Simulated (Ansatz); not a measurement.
Ti₃O₅:
```
Ti3O5
1.0
    4.85777     1.91642     0.00000
   -4.85777     1.91642     0.00000
   -0.18681     0.00000     9.27919
Ti O
6 10
Direct
  0.94333   0.05667   0.63940
  0.05667   0.94333   0.36060
  0.86872   0.13128   0.95553
  0.13128   0.86872   0.04447
  0.22060   0.77940   0.73688
  0.77940   0.22060   0.26312
  0.58777   0.41223   0.34042
  0.41223   0.58777   0.65958
  0.67305   0.32695   0.05522
  0.32695   0.67305   0.94478
  0.87125   0.12875   0.44234
  0.12875   0.87125   0.55766
  0.24260   0.75740   0.24364
  0.75740   0.24260   0.75636
  0.04258   0.95742   0.84694
  0.95742   0.04258   0.15306
```

Relaxed with r²SCAN.

Problem. Map the electron localisation function on the plane through (0.943, 0.057, 0.639) spanned by u = [0, 0, 1] and v = [1, -1, 0] in lattice vectors, from plane-wave PAW r²SCAN (Ansatz code).

Solution. x is the fraction of u, y of v (the angle between them is 91°; rows are the nearest grid lines); atoms in the plane: Ti at (0.00, 0.00), Ti at (0.72, 0.11), Ti at (0.32, 0.93), Ti at (0.41, 0.19), Ti at (0.10, 0.28), Ti at (0.62, 0.84), O at (0.70, 0.64), O at (0.02, 0.47), O at (0.42, 0.73), O at (0.31, 0.38).
```
| .##..-*+-.:=**:.*@%=%@%=...:+%@@%-.+#. |
|###-.....-%#::+*:.#@@@*:...+%@#+#@@-:#%#|
|*+:.:--. -%+  -#+.-#*-..-:.-%@*:+@@+.=**|
|.-#@@@@@=.=%%##*:....=#*+**:-@@@@@@*.  .|
|+%@%=-#@@=.....:+**=:##. :#*.:+**+-.  .+|
|=%@@@%@@%=  :*@@@@@@.:*%##=.          .=|
|-*%@@@@%*:  =%@@++%@- .--:.:==:        -|
| .-+**+-.  .+%@@##@@=  -#@@@@@%*:       |
|            :+#@@@%#  :#@@*:+@@%+.      |
|:::.          .:--:   :#@@@@@@@#-     .:|
|*#*+-.                .+%@@@@@%+.   .-+*|
|@@@@%+.    ...          .-=+=-.    -#@@@|
|+:*@@#:  -*%%%%*-.                .+%@@+|
|@%@@%=  =%@@%@@@#=   .---:.        =#@@@|
|@@@#-. .*@@#=*@@%=  :+#%##=:       :+%@@|
|..:+**-.-%@%#%@@#:  %@@@@@@#-        ...|
|.*#-.=%*.:*%%%+:.  .@@*:=%@%+.   :-==:..|
|:=*=:+#+. ....=*%%#:#@@@@@%+.  .*%@@@@#:|
|=:+###+:..:..+%#+*#+:#@@@#-.   :#@@@%@@=|
|%-....-#@@%=.=#- .#% .:..:+#%%+.+@@+-#@%|
|=:.:+%@%**@@=.=##*=.--: :##. :#=.*@@@@#=|
|+*=.:%@%**@@*-::.:+@@@%-.+#*+##=..::.:-+|
|#%#-.*@@@@@#-:---*@@%@@*.:*##+-.....-*##|
| .##..-*+-.:=**:.*@%=%@%=...:+%@@%-.+#. |
```
Scale: ten equal steps from 0.004 (start of ' ') to 0.837 (end of '@'), in the order ' .:-=+*#%@'; x runs from 0.000 to 1.00, y from 0.000 (bottom) to 1.00 (top).

The density is the valence pseudo-density with augmentation charge, so density and ELF within about 1 Å of a nucleus are not all-electron values.

Space group C2/m. The workflow started from a Materials Project entry (that database holds measured and hypothetical structures alike); the Crystallography Open Database files this formula in space group No. 12, but the cells were not matched. Its standing as an ambient phase is unchecked. The r²SCAN relaxation kept the symmetry of its start; its stability against distortions is not shown here. The run is not spin-polarised.

Potentials: the later of the program's two PAW sets.
